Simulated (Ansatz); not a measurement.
# Profile along the Sn–Sb line in SnSb (rock salt)

SnSb (rock salt), conventional cell a = 6.039 Å, b = 6.039 Å, c = 6.039 Å, α = 90.00°, β = 90.00°, γ = 90.00°. The calculation uses the primitive cell of 2 atoms, to which meshes and values per cell refer.

Fields along a shortest Sn–Sb line of a {100} plane (3.02 Å), from Sn to Sb, interpolated on the slice's grid (step about 0.2 Å). The numbers are results of LDA (plane waves to 420 eV, PAW, scalar-relativistic; Ansatz, a program for electronic structure), not measurements. k mesh 13×13×13. Inside the PAW spheres the values are not all-electron values, and peaks at nuclei hang on which shells count as valence. SnSb was relaxed with its symmetry unable to fall. Spin-orbit coupling is left out, though Sb is heavy.

```
distance from Sn (Å)  valence electron density (e/Å³)  electron localisation function
--------------------  -------------------------------  ------------------------------
0.00                                            16.55                               x
0.15                                            14.80                               x
0.30                                            10.68                               x
0.45                                             6.36                               x
0.60                                             3.26                            0.15
0.76                                             1.56                            0.27
0.91                                             0.78                            0.33
1.06                                             0.46                            0.34
1.21                                             0.32                            0.38
1.36                                             0.27                            0.47
1.51                                             0.26                            0.55
1.66                                             0.29                            0.57
1.81                                             0.36                            0.52
1.96                                             0.50                            0.43
2.11                                             0.77                            0.38
2.27                                             1.40                            0.29
2.42                                             3.11                            0.14
2.57                                             7.02                               x
2.72                                            13.41                               x
2.87                                            20.11                               x
3.02                                            23.06                               x
```

x: too close to a nucleus for the ELF to mean much.

Density on the Sn–Sb line (3.02 Å) at its density minimum, 1.4 Å from Sn: 0.26 e/Å³. ELF at that point: 0.5. ELF maximum in the middle third of the Sn–Sb line: 0.57, 1.7 Å from Sn.
